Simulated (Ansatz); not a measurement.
Computed properties of MgAu

MgAu:
```cif
data_AuMg
_chemical_formula_sum 'Mg1 Au1'
_space_group_name_H-M_alt 'Pm-3m'
_space_group_IT_number 221
_space_group_name_Hall '-P 4 2 3'
_cell_length_a 3.25728
_cell_length_b 3.25728
_cell_length_c 3.25728
_cell_angle_alpha 90.000
_cell_angle_beta 90.000
_cell_angle_gamma 90.000
loop_
_atom_site_label
_atom_site_type_symbol
_atom_site_symmetry_multiplicity
_atom_site_Wyckoff_symbol
_atom_site_fract_x
_atom_site_fract_y
_atom_site_fract_z
_atom_site_occupancy
Mg1 Mg 1 b 0.50000 0.50000 0.50000 1
Au1 Au 1 a 0.00000 0.00000 0.00000 1
```

Space group Pm-3m (No. 221), CsCl type; conventional cell a = 3.2573 Å, b = 3.2573 Å, c = 3.2573 Å, α = 90.00°, β = 90.00°, γ = 90.00°.

Method: the program Ansatz at the PBEsol level (PAW). Structure relaxed to zero pressure with the same functional. Other levels are named where they apply.

**Cell and energy**

```
Quantity                                                            Result
-----------------------------------------------------  -------------------
Volume per atom                                                   17.28 Å³
Density                                                        10.63 g/cm³
Formation energy from the elements (no fitted shifts)  -57 kJ/mol of atoms
```

**Electronic structure**

```
Quantity                                                                    Result
------------------------------------  --------------------------------------------
Electronic character                                             metallic (no gap)
Density of states at the Fermi level  0.28 states/eV per atom (mean over ±0.08 eV)
Gap with spin–orbit coupling                                       none (metallic)
```

**Mechanics**

```
Quantity                                                                      Result
--------------------------------------------  --------------------------------------
Bulk modulus (Birch–Murnaghan fit)                                          92.2 GPa
Pressure derivative B′                                                           4.8
Elastic constants (relaxed ions, GPa)              C11 = 109, C12 = 84.7, C44 = 58.7
Mechanical stability                          stable (all eigenvalues of C positive)
Hill bulk and shear moduli                                         92.9 and 31.7 GPa
Young's modulus                                                             85.5 GPa
Poisson's ratio                                                                 0.35
Debye temperature from the elastic constants                                   224 K
```

**Phonons**

```
Item                                           Result
-----------------------------  ----------------------
Highest zone-centre frequency               206 cm^-1
Zone-centre stability          no imaginary mode at Γ
```

The workflow started from a Materials Project entry (that database holds measured and hypothetical structures alike); the Crystallography Open Database files this formula in space group No. 221, but the cells were not matched. Its standing as an ambient phase is unchecked. The PBEsol relaxation kept the symmetry of its start. As this level gives no gap, shear constants depend on the k-mesh and smearing (Fermi–Dirac, 0.1 eV here). As this level gives no gap, phonon frequencies hold no LO–TO term and depend on the k-mesh and smearing (Fermi–Dirac, 0.1 eV here). The references are the lowest solids computed at this level, not always the standard phases. Spin–orbit coupling is left out wherever it is not named.

Potentials: the later of the program's two PAW sets.
